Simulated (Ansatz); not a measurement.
Ge:
Space group Fd-3m, origin choice 1 (No. 227); a = b = c = 5.6556 Å, α = β = γ = 90.00°

```csv
atom,site,symmetry,x,y,z
Ge,8a,-43m,0.0000,0.0000,0.0000
```
(The calculation used a cell of 2 atoms; values per cell refer to that cell.)

This is the r²SCAN+D4-relaxed structure.

All from r²SCAN+D4 in the plane-wave PAW code Ansatz, unless another level is named. Predict the band gap.

0.46 eV (direct).

Next, the valence-band maximum?

at Γ.

Symmetry was held in the r²SCAN+D4 relaxation. Spin–orbit coupling is left out wherever it is not named.

Potentials: the later of the program's two PAW sets.
